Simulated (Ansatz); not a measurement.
Level of theory: DFT, PBE, scalar-relativistic, collinear spin; plane waves to 420 eV with PAW datasets (Ansatz 0.2.0), Γ-centred 12×12×6 mesh, 0.05 eV Gaussian smearing; PAW files: Ansatz's generated set soft_2.

A compound XSe has these computed properties.

| Item | Value |
| --- | --- |
| Space group | I4/mmm (No. 139) |
| Conventional cell | a = 3.794 Å, b = 3.794 Å, c = 5.337 Å, α = 90.00°, β = 90.00°, γ = 90.00° |
| Volume | 19.20 Å³/atom |
| Band gap | zero (metallic) |
| Density of states at the Fermi level | 0.63 states/(eV·atom) |
| Magnetic state | antiferromagnetic |
| Site spin moments | X 2.03, -2.03 μB |
| Spin moment of the cell | 0.00 μB |
| Bader charges | X 0.92; Se -0.92 e |
| Formation energy from the elements (0 K, uncorrected) | 0.50 eV/atom (unstable against the elements) |
| Bulk modulus (Birch–Murnaghan) | 81 GPa |
| Pressure derivative B0′ | 3.7 |

Sites: X on 2b, Se on 2a.

Q: Which element is X?
A. Ru
B. Nb
C. Tc
D. Mo

A: D. X is Mo, so the compound is MoSe.

The start was a prototype's sites filled with these elements, not a measured cell.

The moments change along the equation of state, so B0 holds a magnetic softening and is less sure. The run wasn't fully tested for a lower electronic state. Site moments are of spin, integrated over atomic spheres.
